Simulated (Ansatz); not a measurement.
**Guessed and relaxed cells of Ga₂BAs₃**

A trial structure of Ga₂BAs₃ was built thus: random cell by space group and Wyckoff sites (P6/mmm, No. 191). Lengths were set from tabulated atomic sizes, so they are only a guess.

start.xyz

```xyz
6
Lattice="4.2771 0.0000 0.0000 -2.1385 3.7041 0.0000 0.0000 0.0000 7.9391" Properties=species:S:1:pos:R:3 pbc="T T T"
Ga    0.0000    2.4694    0.0000
Ga    2.1385    1.2347    0.0000
B     0.0000    0.0000    0.0000
As    0.0000    2.4694    3.9695
As    2.1385    1.2347    3.9695
As    0.0000    0.0000    3.9695
```

Level of theory: DFT PBE, scalar-relativistic, plane waves, PAW (Ansatz 0.2.0). Cutoff 420 eV, Gaussian smearing, Γ-centred meshes. Cell and atoms relax first on a coarse mesh and then on a finer one. In between, the cell is made exact in the group found at 0.06 Å. In metals the finer mesh still leaves noise of several meV/atom or more. The steps can't lower the symmetry of their start. No spin polarisation.

end.xyz

```xyz
6
Lattice="4.8145 0.0000 0.0000 -2.4073 4.1695 0.0000 0.0000 0.0000 5.1357" Properties=species:S:1:pos:R:3 pbc="T T T"
Ga    0.0000    2.7797    0.0000
Ga    2.4073    1.3898    0.0000
B     0.0000    0.0000    0.0000
As    0.0000    2.7797    2.5679
As    2.4073    1.3898    2.5679
As    0.0000    0.0000    2.5679
```

The symmetry stays P6/mmm (No. 191). The volume per atom shrinks by 18.0 %, from 21.0 to 17.2 Å³. The shortest distance goes from 2.47 Å (Ga–B, As–As and Ga–Ga) to 2.57 Å (B–As and Ga–As). The ratio c/a of the conventional cell changes by a factor of 0.57. The energy falls by about 0.67 eV/atom (the start's value is from the coarse mesh).

For Ga₂BAs₃, the volume per atom is 17.18 Å³ and the density is 6.04 g/cm³. The energy over the elements is +0.58 eV/atom. The gap on the 12×12×8 mesh of the 6-atom cell is 0 eV (a metal).

Formation energies are uncorrected and refer to the elements' standard structures at the same level. It can't be a ground state, since the elements alone are lower.

The last run used Gaussian smearing of 0.10 eV. The reference form of As is held partly by dispersion forces, which this level lacks. A structure relaxed within its symmetry needn't be a true minimum. In all, the 4 runs took 6.9 min on 1 thread of Intel(R) Xeon(R) Processor @ 2.70GHz, with other jobs on the host. Another cell of Ga2BAs3 relaxed alike, in P6_3/mmc, lies 101 meV/atom lower, so this cell isn't the stable form at this level.
